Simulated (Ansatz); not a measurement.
**ZnCd$_{2}$S$_{3}$: relaxed-ion elastic tensor**

Level of theory: Ansatz 0.2.0, DFT PBE, scalar-relativistic, plane waves, PAW. Settings: 420 eV plane-wave cutoff, Γ-centred 10×10×10 mesh, fixed occupations. No spin polarisation.

The cell, relaxed at this level:
```yaml
crystal:
  lattice:
    - [-2.02773, 2.02773, 8.73205]
    - [2.02773, -2.02773, 8.73205]
    - [2.02773, 2.02773, -8.73205]
  atoms:
    - { symbol: Zn, position: [0.00000, 0.00000, 0.00000] }
    - { symbol: Cd, position: [0.66143, 0.66143, 0.00000] }
    - { symbol: Cd, position: [0.33857, 0.33857, 0.00000] }
    - { symbol: S, position: [0.75000, 0.25000, 0.50000] }
    - { symbol: S, position: [0.42749, 0.92749, 0.50000] }
    - { symbol: S, position: [0.07251, 0.57251, 0.50000] }
```

The cell was found from a structure generator's guess, not taken from experiment.

(1) Give the relaxed-ion elastic constants (GPa, Voigt order xx yy zz yz xz xy, on the Cartesian axes of the cell above).

(2) Is the crystal stable against homogeneous strain?

(3) And the moduli of a polycrystal (Hill averages)?

Answers

(1)
C11 = 91.8, C12 = 30.6, C13 = 50.0, C22 = 91.8, C23 = 50.0, C33 = 77.6, C44 = 29.6, C55 = 29.6, C66 = 12.5 GPa; the others vanish.

(2) Yes: the least eigenvalue of the tensor is 12.5 GPa.

(3) B = 58 GPa, G = 21 GPa, E = 57 GPa, ν = 0.34.
